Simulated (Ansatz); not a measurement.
## BaZrO₃ (Pm-3m): from strained cells to moduli

```xyz
5
Lattice="4.2052 0.0000 0.0000 0.0000 4.2052 0.0000 0.0000 0.0000 4.2052" Properties=species:S:1:pos:R:3 pbc="T T T"
Ba    0.0000    0.0000    0.0000
Zr    2.1026    2.1026    2.1026
O     0.0000    2.1026    2.1026
O     2.1026    0.0000    2.1026
O     2.1026    2.1026    0.0000
```

Level of theory, where no other is named: r²SCAN, PAW on Ansatz 0.2.0's default frozen-core files (fitted under PBE), scalar-relativistic. k mesh 4×4×4, strains of ±0.008, fixed occupations, cutoff 500 eV. The cell was relaxed by PAW under this functional.

The cell is cubic and carries a residual pressure of 0.01 GPa at this level. Each strain component that symmetry leaves independent is applied at ±0.008, the ions relax wherever a strain frees them, and the stress (tension positive, GPa) is read. Shears are engineering strains, γ = 2ε.

| strain | size | σxx | σyy | σzz | σyz | σxz | σxy |
| --- | --- | --- | --- | --- | --- | --- | --- |
| xx | -0.008 | -2.6707 | -0.7038 | -0.7038 | 0.0000 | 0.0000 | 0.0000 |
| xx | +0.008 | 2.4396 | 0.6653 | 0.6653 | 0.0000 | 0.0000 | 0.0000 |
| yz | -0.008 | -0.0089 | -0.0091 | -0.0091 | -0.7282 | 0.0000 | 0.0000 |
| yz | +0.008 | -0.0089 | -0.0091 | -0.0091 | 0.7282 | 0.0000 | 0.0000 |

A central difference gives one constant, for example C11 ≈ (2.4396 − (-2.6707))/(0.016) = 319.4 GPa; the program then imposes the crystal's symmetry on the whole matrix.

Task: What are the independent elastic constants?

Result: C11 = 319.4, C12 = 85.6, C44 = 91.0 GPa.

Task: Do they meet the Born conditions?

Result: C11 − C12 = 233.8, C11 + 2C12 = 490.5 and C44 = 91.0 GPa must all be positive, so the crystal is elastically stable; that says nothing yet of its phonons.

Task: What moduli does a random aggregate of grains have?

Result: B = (C11 + 2C12)/3 = 163.5 GPa. G_V = (C11 − C12 + 3C44)/5 = 101.4 and G_R = 5(C11 − C12)C44/(4C44 + 3(C11 − C12)) = 99.9, so G_H = 100.6 GPa. Then E = 9BG/(3B + G) = 250.5 GPa, ν = (3B − 2G)/(6B + 2G) = 0.245 and B/G = 1.62, on the brittle side of Pugh's 1.75 (a rule of thumb, made for metals; it doesn't predict ductility here).

Task: With the density of 6.175 g/cm³, how fast does sound travel, and what Debye temperature follows?

Result: 

```tsv
direction	slow (m/s)	middle (m/s)	fast (m/s)
[100]	3839	3839	7192
[110]	3839	4351	6894
[111]	4187	4187	6792
```

The mean of v⁻³ over directions and branches gives v_m = 4472 m/s and θ_D = (ħ/k_B) v_m (6π²n)^(1/3) = 541 K, n being atoms per volume. Young's modulus spans 230 to 283 GPa over directions, and the universal anisotropy index is 0.08.

Task: What happens at 20 GPa (cell relaxed there)?

Result: The volume falls to 0.9059 of its value, and C11 = 479.6, C12 = 129.5, C44 = 102.0 GPa (slopes of the stress), in this structure whether or not another phase takes over.

Caveats: frozen-core PAW files fitted under PBE, their cores solved anew for the functional of the run.
